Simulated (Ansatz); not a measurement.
Ansatz (a first-principles code) input:

Ansatz 0.2 input:
```yaml
crystal:
  lattice:
    - [4.0764371244, 0.0, 0.0]
    - [-2.0382185622, 3.5302981067, 0.0]
    - [0.0, 0.0, 6.6889670526]
  atoms:
    - { symbol: Mg, position: [0.0, 0.0, 0.0] }
    - { symbol: I, position: [0.3333333333, 0.6666666667, 0.2476955094] }
    - { symbol: I, position: [0.6666666667, 0.3333333333, 0.7523044906] }
kpoints:
  mp_grid: { grid: [8, 8, 4] }
hamiltonian:
  xc: lda
  pseudopotentials: { kind: paw }
scf:
  occupations: { method: fixed }
elastic: { mode: relaxed_ion, stencil: two_point, amplitude: 0.005, f_tol: 0.0005 }
```

Output (shortened):

```
Pseudopotentials: kind: paw
Pseudopotential: Mg, paw, valence charge 10
Pseudopotential: I, paw, valence charge 17
Functional definition: SPW92
Crystal: 3 atoms, lattice volume = 96.261 Å³
Basis set: ecut = 420 eV, 1859 PW (Γ)
Bands: 27, of which v1, the nominal top of the filled ones, is band 22 counted from 1 (21 counted from 0)
Symmetry: 12 space group operations
Space group: P-3m1 (ITA 164), of the structure as read, at distance tolerance 4.6e-5 Å
k-points: 35 of 256
PAW frozen core: Mg, regenerated for the run's functional, and the local potential with it
PAW frozen core: I, regenerated for the run's functional, and the local potential with it
Initial wavefunctions: pseudopotential atomic-orbital guess
Eigensolver: davidson
Functional: x = slater, c = lda
all-band conjugate gradients solve this SCF's bands
SCF 1 converged in 11 iterations: F = -16616.538586 eV  dr2 = 6.06e-14
Crystal: 3 atoms, lattice volume = 95.780 Å³
Basis set: ecut = 420 eV, 1851 PW (Γ)
Symmetry: 4 space group operations
k-points: 78 of 256
Initial density: handed on by an earlier stage of this run
Initial wavefunctions: pseudopotential atomic-orbital guess (no wavefunctions were taken with the density)
SCF 2 converged in 11 iterations: F = -16616.538139 eV  dr2 = 1.12e-14
relax step   1: F+E_penalty+E_count = -16616.53813892 eV  Δ(F+E_penalty+E_count) = +0.000e0 eV  max|allowed force component| = 1.792e-2 eV/Å  Δτ_max = 0.0000 Å  (11 SCF iters, accepted)
density extrapolation: transplant  |δρ|_rms = 2.710e-2 e/Å³  SAD shift = 1.779e-2 e/Å³
Crystal: 3 atoms, lattice volume = 95.780 Å³
Initial wavefunctions: those handed on with the density
SCF 3 converged in 9 iterations: F = -16616.538149 eV  dr2 = 2.01e-14
relax step   2: F+E_penalty+E_count = -16616.53814891 eV  Δ(F+E_penalty+E_count) = -9.986e-6 eV  max|allowed force component| = 1.664e-2 eV/Å  Δτ_max = 0.0060 Å  (9 SCF iters, accepted)
density extrapolation: transplant  |δρ|_rms = 2.711e-2 e/Å³  SAD shift = 8.437e-3 e/Å³
Crystal: 3 atoms, lattice volume = 95.780 Å³
SCF 4 converged in 8 iterations: F = -16616.538197 eV  dr2 = 9.12e-14
relax step   3: F+E_penalty+E_count = -16616.53819685 eV  Δ(F+E_penalty+E_count) = -4.794e-5 eV  max|allowed force component| = 9.481e-4 eV/Å  Δτ_max = 0.0029 Å  (8 SCF iters, accepted)
density extrapolation: transplant  |δρ|_rms = 2.710e-2 e/Å³  SAD shift = 4.989e-4 e/Å³
Crystal: 3 atoms, lattice volume = 95.780 Å³
SCF 5 converged in 6 iterations: F = -16616.538197 eV  dr2 = 1.75e-14
relax step   4: F+E_penalty+E_count = -16616.53819711 eV  Δ(F+E_penalty+E_count) = -2.613e-7 eV  max|allowed force component| = 5.845e-4 eV/Å  Δτ_max = 0.0002 Å  (6 SCF iters, accepted)
density extrapolation: transplant  |δρ|_rms = 2.710e-2 e/Å³  SAD shift = 7.581e-4 e/Å³
Crystal: 3 atoms, lattice volume = 95.780 Å³
SCF 6 converged in 6 iterations: F = -16616.538197 eV  dr2 = 2.76e-14
relax step   5: F+E_penalty+E_count = -16616.53819727 eV  Δ(F+E_penalty+E_count) = -1.572e-7 eV  max|allowed force component| = 2.579e-5 eV/Å  Δτ_max = 0.0003 Å  (6 SCF iters, accepted)
Crystal: 3 atoms, lattice volume = 95.780 Å³
SCF 7 converged in 2 iterations: F = -16616.538197 eV  dr2 = 5.26e-15
Crystal: 3 atoms, lattice volume = 96.742 Å³
Basis set: ecut = 420 eV, 1875 PW (Γ)
SCF 8 converged in 11 iterations: F = -16616.538135 eV  dr2 = 1.21e-14
relax step   1: F+E_penalty+E_count = -16616.53813520 eV  Δ(F+E_penalty+E_count) = +0.000e0 eV  max|allowed force component| = 1.812e-2 eV/Å  Δτ_max = 0.0000 Å  (11 SCF iters, accepted)
density extrapolation: transplant  |δρ|_rms = 2.698e-2 e/Å³  SAD shift = 9.483e-3 e/Å³
Crystal: 3 atoms, lattice volume = 96.742 Å³
SCF 9 converged in 8 iterations: F = -16616.538195 eV  dr2 = 9.80e-14
relax step   2: F+E_penalty+E_count = -16616.53819544 eV  Δ(F+E_penalty+E_count) = -6.024e-5 eV  max|allowed force component| = 6.343e-4 eV/Å  Δτ_max = 0.0032 Å  (8 SCF iters, accepted)
density extrapolation: transplant  |δρ|_rms = 2.698e-2 e/Å³  SAD shift = 3.977e-4 e/Å³
Crystal: 3 atoms, lattice volume = 96.742 Å³
SCF 10 converged in 6 iterations: F = -16616.538196 eV  dr2 = 2.64e-14
relax step   3: F+E_penalty+E_count = -16616.53819553 eV  Δ(F+E_penalty+E_count) = -8.339e-8 eV  max|allowed force component| = 1.315e-6 eV/Å  Δτ_max = 0.0001 Å  (6 SCF iters, accepted)
Crystal: 3 atoms, lattice volume = 96.742 Å³
SCF 11 converged in 2 iterations: F = -16616.538196 eV  dr2 = 7.98e-15
Crystal: 3 atoms, lattice volume = 95.780 Å³
Basis set: ecut = 420 eV, 1847 PW (Γ)
SCF 12 converged in 11 iterations: F = -16616.538173 eV  dr2 = 3.98e-14
relax step   1: F+E_penalty+E_count = -16616.53817306 eV  Δ(F+E_penalty+E_count) = +0.000e0 eV  max|allowed force component| = 3.704e-2 eV/Å  Δτ_max = 0.0000 Å  (11 SCF iters, accepted)
density extrapolation: transplant  |δρ|_rms = 2.710e-2 e/Å³  SAD shift = 3.676e-2 e/Å³
Crystal: 3 atoms, lattice volume = 95.780 Å³
SCF 13 converged in 9 iterations: F = -16616.538193 eV  dr2 = 9.10e-14
relax step   2: F+E_penalty+E_count = -16616.53819340 eV  Δ(F+E_penalty+E_count) = -2.034e-5 eV  max|allowed force component| = 3.526e-2 eV/Å  Δτ_max = 0.0125 Å  (9 SCF iters, accepted)
density extrapolation: transplant  |δρ|_rms = 2.711e-2 e/Å³  SAD shift = 1.793e-2 e/Å³
Crystal: 3 atoms, lattice volume = 95.780 Å³
SCF 14 converged in 9 iterations: F = -16616.538409 eV  dr2 = 2.45e-14
relax step   3: F+E_penalty+E_count = -16616.53840892 eV  Δ(F+E_penalty+E_count) = -2.155e-4 eV  max|allowed force component| = 1.145e-4 eV/Å  Δτ_max = 0.0061 Å  (9 SCF iters, accepted)
Crystal: 3 atoms, lattice volume = 95.780 Å³
SCF 15 converged in 2 iterations: F = -16616.538409 eV  dr2 = 8.96e-15
Crystal: 3 atoms, lattice volume = 96.742 Å³
Basis set: ecut = 420 eV, 1883 PW (Γ)
SCF 16 converged in 11 iterations: F = -16616.538156 eV  dr2 = 3.69e-14
relax step   1: F+E_penalty+E_count = -16616.53815587 eV  Δ(F+E_penalty+E_count) = +0.000e0 eV  max|allowed force component| = 3.740e-2 eV/Å  Δτ_max = 0.0000 Å  (11 SCF iters, accepted)
density extrapolation: transplant  |δρ|_rms = 2.698e-2 e/Å³  SAD shift = 1.898e-2 e/Å³
Crystal: 3 atoms, lattice volume = 96.742 Å³
SCF 17 converged in 9 iterations: F = -16616.538405 eV  dr2 = 2.15e-14
relax step   2: F+E_penalty+E_count = -16616.53840457 eV  Δ(F+E_penalty+E_count) = -2.487e-4 eV  max|allowed force component| = 9.645e-4 eV/Å  Δτ_max = 0.0065 Å  (9 SCF iters, accepted)
density extrapolation: transplant  |δρ|_rms = 2.698e-2 e/Å³  SAD shift = 5.025e-4 e/Å³
Crystal: 3 atoms, lattice volume = 96.742 Å³
SCF 18 converged in 6 iterations: F = -16616.538405 eV  dr2 = 4.27e-14
relax step   3: F+E_penalty+E_count = -16616.53840473 eV  Δ(F+E_penalty+E_count) = -1.647e-7 eV  max|allowed force component| = 3.564e-6 eV/Å  Δτ_max = 0.0002 Å  (6 SCF iters, accepted)
Crystal: 3 atoms, lattice volume = 96.742 Å³
SCF 19 converged in 2 iterations: F = -16616.538405 eV  dr2 = 1.31e-14
Crystal: 3 atoms, lattice volume = 96.261 Å³
Basis set: ecut = 420 eV, 1863 PW (Γ)
SCF 20 converged in 10 iterations: F = -16616.538444 eV  dr2 = 4.41e-14
relax step   1: F+E_penalty+E_count = -16616.53844383 eV  Δ(F+E_penalty+E_count) = +0.000e0 eV  max|allowed force component| = 1.444e-2 eV/Å  Δτ_max = 0.0000 Å  (10 SCF iters, accepted)
density extrapolation: transplant  |δρ|_rms = 2.704e-2 e/Å³  SAD shift = 1.402e-2 e/Å³
Crystal: 3 atoms, lattice volume = 96.261 Å³
SCF 21 converged in 8 iterations: F = -16616.538532 eV  dr2 = 2.00e-14
relax step   2: F+E_penalty+E_count = -16616.53853189 eV  Δ(F+E_penalty+E_count) = -8.806e-5 eV  max|allowed force component| = 4.015e-3 eV/Å  Δτ_max = 0.0048 Å  (8 SCF iters, accepted)
density extrapolation: transplant  |δρ|_rms = 2.704e-2 e/Å³  SAD shift = 5.206e-3 e/Å³
Crystal: 3 atoms, lattice volume = 96.261 Å³
SCF 22 converged in 8 iterations: F = -16616.538539 eV  dr2 = 9.19e-15
relax step   3: F+E_penalty+E_count = -16616.53853927 eV  Δ(F+E_penalty+E_count) = -7.379e-6 eV  max|allowed force component| = 1.504e-4 eV/Å  Δτ_max = 0.0018 Å  (8 SCF iters, accepted)
Crystal: 3 atoms, lattice volume = 96.261 Å³
SCF 23 converged in 2 iterations: F = -16616.538539 eV  dr2 = 2.82e-15
Crystal: 3 atoms, lattice volume = 96.261 Å³
SCF 24 converged in 10 iterations: F = -16616.538445 eV  dr2 = 9.66e-14
relax step   1: F+E_penalty+E_count = -16616.53844493 eV  Δ(F+E_penalty+E_count) = +0.000e0 eV  max|allowed force component| = 1.436e-2 eV/Å  Δτ_max = 0.0000 Å  (10 SCF iters, accepted)
density extrapolation: transplant  |δρ|_rms = 2.704e-2 e/Å³  SAD shift = 1.936e-2 e/Å³
Crystal: 3 atoms, lattice volume = 96.261 Å³
SCF 25 converged in 8 iterations: F = -16616.538541 eV  dr2 = 2.89e-14
relax step   2: F+E_penalty+E_count = -16616.53854072 eV  Δ(F+E_penalty+E_count) = -9.579e-5 eV  max|allowed force component| = 1.210e-3 eV/Å  Δτ_max = 0.0066 Å  (8 SCF iters, accepted)
density extrapolation: transplant  |δρ|_rms = 2.704e-2 e/Å³  SAD shift = 1.687e-3 e/Å³
Crystal: 3 atoms, lattice volume = 96.261 Å³
SCF 26 converged in 7 iterations: F = -16616.538540 eV  dr2 = 4.81e-14
relax step   3: F+E_penalty+E_count = -16616.53854029 eV  Δ(F+E_penalty+E_count) = +4.255e-7 eV  max|allowed force component| = 1.997e-3 eV/Å  Δτ_max = 0.0006 Å  (7 SCF iters, rejected (line search))
density extrapolation: transplant  |δρ|_rms = 2.704e-2 e/Å³  SAD shift = 1.030e-3 e/Å³
Crystal: 3 atoms, lattice volume = 96.261 Å³
SCF 27 converged in 7 iterations: F = -16616.538541 eV  dr2 = 1.73e-14
relax step   4: F+E_penalty+E_count = -16616.53854099 eV  Δ(F+E_penalty+E_count) = -2.736e-7 eV  max|allowed force component| = 7.331e-7 eV/Å  Δτ_max = 0.0002 Å  (7 SCF iters, accepted)
Crystal: 3 atoms, lattice volume = 96.261 Å³
SCF 28 converged in 2 iterations: F = -16616.538541 eV  dr2 = 6.81e-15
SCF converged after 11 iterations
Free energy (F): -16616.538586 eV
Harris-Foulkes:  -16616.538586 eV  (|F-HF|=0.00e0)
Internal energy: -16616.538586 eV  (E = F + TS)
E sigma→0 (E₀):  -16616.538586 eV
Fermi energy:    5.485104 eV
--- Per-component energies (eV) ---
  E_band       = -1102.596942
  E_kinetic    = 457.485488
  E_local      = -5631.907504  (includes V_loc(G=0)·N_el)
  E_nonlocal   = -74.744787
  E_hartree    = 2656.323868
  E_xc         = -284.447549
  E_vxc        = -296.136933  (∫ρ·V_xc dr)
  E_paw        = -9592.172579  (= ΣΔE_a)
  E_vpaw       = -869.941028  (= ΣTr[D̂ρ^β])
  E_aug_tail   = 0.000091  (compensation charges beyond the density's cutoff)
  E_ewald      = -4148.788524
  E_core_change = 1.712909  (= ΣΔE_core)
  E_smearing   =  0.000000  (= −TS)
  E_closure    = 0.000000  (closes the sum)
  Σ components = -16616.538586   (vs F -16616.538586, Δ=0.00e0)
--- Forces (eV/Å), atoms counted from 1 ---
  atom   1  Mg     0.00000000     0.00000000     0.00000000
  atom   2  I      0.00000000     0.00000000    -0.00031621
  atom   3  I      0.00000000     0.00000000     0.00031621
  max |Σ_I F_I| component: 4.63e-18 eV/Å
--- Stress (GPa, compression-positive) ---
       -0.002488       0.000000       0.000000
        0.000000      -0.002488       0.000000
        0.000000       0.000000      -0.003092
  P = ⅓ Tr σ = -0.0027 GPa (-0.027 kbar)
  The stress holds the Pulay correction. Without it, at fixed plane waves, as pw.x and ABINIT print it: P = -0.0297 GPa
  The stress includes an estimate of the error left by incomplete SCF convergence (largest component  0.0000 GPa; it does not cover the PAW one-centre terms).
--- Band table (eV; the first three rows and the last of 35) ---
  k-point 0: bands = ["-69.0175", "-38.2505", "-38.2505", "-38.2502", "-38.2502", "-38.2409", "-38.2409", "-38.2402", "-38.2402", "-38.2357", "-38.2353", "-36.4434", "-36.4434", "-36.4413", "-6.9815", "-6.1606", "1.5237", "4.9522", "4.9522", "5.3873", …
  k-point 1: bands = ["-69.0175", "-38.2506", "-38.2506", "-38.2501", "-38.2501", "-38.2408", "-38.2408", "-38.2403", "-38.2403", "-38.2356", "-38.2354", "-36.4434", "-36.4434", "-36.4413", "-6.8988", "-6.2772", "1.9116", "4.6749", "5.0047", "5.0047", …
  k-point 2: bands = ["-69.0175", "-38.2506", "-38.2506", "-38.2501", "-38.2501", "-38.2406", "-38.2406", "-38.2404", "-38.2404", "-38.2355", "-38.2355", "-36.4434", "-36.4434", "-36.4413", "-6.7674", "-6.4416", "2.5957", "3.6813", "5.0879", "5.0879", …
  k-point 34: bands = ["-69.0174", "-38.2500", "-38.2498", "-38.2495", "-38.2494", "-38.2409", "-38.2409", "-38.2408", "-38.2405", "-38.2348", "-38.2348", "-36.4448", "-36.4443", "-36.4406", "-5.9954", "-5.9596", "1.8593", "2.2501", "2.6946", "3.1710", …
  band table: 27 of 27 bands, residual norms ≤ 1.0e-3 eV
--- Elastic constants: 3 strain directions × 2 members + reference (group order 12) ---
  dense FFT box of the reference and of every strained cell: 30×30×45
  strains applied: 11, 33, 23; error gains …
  C = ∂σ_k/∂η_j (tension-positive GPa; Voigt order 11 22 33 23 13 12):
        51.498     15.298      7.897     -1.445      0.000      0.000
        15.298     51.498      7.897      1.445      0.000      0.000
         7.891      7.891     23.686      0.000      0.000      0.000
        -1.445      1.445      0.000      6.259      0.000      0.000
         0.000      0.000      0.000      0.000      6.259     -1.445
         0.000      0.000      0.000      0.000     -1.445     18.100
  reference stress σ⁰ (GPa):      0.002      0.002      0.003      0.000      0.000      0.000
  moduli (Voigt/Reuss/Hill, GPa): K = 20.98/17.65/19.32   G = 12.50/9.53/11.01   E = 27.77   ν = 0.260
  mechanically stable: yes (min eigenvalue of sym C = 6.09 GPa)
  strain η (Voigt 11):  stress-route row diagonal C_11 = 51.50 GPa, energy-path curvature d²(F+E_count+ΔE)/dδ²/Ω₀ = 51.49 GPa
         δ    σ_11 (GPa)             F (eV)   n_scf  n_hpsi   n_pw
    -5.000e-3      -0.2610      -16616.5381973       2   16696   1898   relax 5 steps, max|allowed force component| 2.58e-5 eV/Å
     5.000e-3       0.2540      -16616.5381955       2   16687   1922   relax 3 steps, max|allowed force component| 1.32e-6 eV/Å
  strain η (Voigt 33):  stress-route row diagonal C_33 = 23.69 GPa, energy-path curvature d²(F+E_count+ΔE)/dδ²/Ω₀ = 23.64 GPa
         δ    σ_33 (GPa)             F (eV)   n_scf  n_hpsi   n_pw
    -5.000e-3      -0.1220      -16616.5384089       2    7461   1902   relax 3 steps, max|allowed force component| 1.14e-4 eV/Å
     5.000e-3       0.1148      -16616.5384047       2    7475   1918   relax 3 steps, max|allowed force component| 3.56e-6 eV/Å
  strain η (Voigt 23):  stress-route row diagonal C_44 = 6.26 GPa, energy-path curvature d²(F+E_count+ΔE)/dδ²/Ω₀ = 6.21 GPa
         δ    σ_23 (GPa)             F (eV)   n_scf  n_hpsi   n_pw
    -5.000e-3      -0.0320      -16616.5385393       2   16701   1908   relax 3 steps, max|allowed force component| 1.50e-4 eV/Å
     5.000e-3       0.0305      -16616.5385410       2   16732   1908   relax 4 steps, max|allowed force component| 7.33e-7 eV/Å
```

Cost: very roughly 100 core-seconds on shared cores.

The cell was relaxed with LDA under the symmetry of its start; phonons on a q-mesh show no instability. A crystal of weakly bound layers computed without a dispersion correction: the cell and the soft elastic constants depend strongly on that. Spin–orbit coupling is left out wherever it is not named.

Potentials: the later of the program's two PAW sets.

Ansatz is a plane-wave DFT program.
